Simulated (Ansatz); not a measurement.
A generator proposed this cell of Mn₂C.

```yaml
crystal:
  lattice:
    - [0.00000, 2.69096, 2.69096]
    - [2.69096, 0.00000, 2.69096]
    - [2.69096, 2.69096, 0.00000]
  atoms:
    - { symbol: Mn, position: [0.25000, 0.25000, 0.25000] }
    - { symbol: Mn, position: [0.75000, 0.75000, 0.75000] }
    - { symbol: C, position: [0.00000, 0.00000, 0.00000] }
```

Computed with DFT PBE, scalar-relativistic, plane waves, PAW (Ansatz 0.2.0). Settings: cutoff 420 eV, Γ-centred mesh 6×6×6 on the computed 3-atom cell, Gaussian smearing of 0.10 eV; collinear spin from starting moments 4.0 4.0 0.0 μB.

Energies over the elements count from the elements' standard structures at the same level, with no fitted energy shifts.

Task: Estimate its pressure, forces and energy as it stands.

Result: The pressure is -34.5 GPa (it wants to contract), the largest force is 0.00 eV/Å (symmetry fixes the atoms), and the energy is +0.64 eV/atom against the elements. The shortest distance is 2.33 Å.

Task: How much does it gain on relaxing, and where does it end?

Result: Relaxing gains about 0.45 eV/atom (the start's value is from the coarse mesh, so the gain is rough) in 11 ionic steps and ends at +0.19 eV/atom on the finer mesh. The symmetry stays Fm-3m (No. 225). The end has the anti-fluorite type. The volume per atom shrinks by 24.2 %, from 13.0 to 9.8 Å³. The shortest distance goes from 2.33 Å (Mn–C) to 2.12 Å (Mn–C). Conventional cell: a = 4.906 Å. Mn is surrounded by 4 C at 2.12 Å and 6 Mn at 2.45 Å; C is surrounded by 8 Mn at 2.12 Å.

The last run used collinear spin, a 16×16×16 mesh for its 3-atom cell and Gaussian smearing of 0.10 eV. The reference form of C is held partly by dispersion forces, which this level lacks. Another magnetic order may lie lower. The relaxation can't lower the symmetry of the start. A structure relaxed within its symmetry needn't be a true minimum.
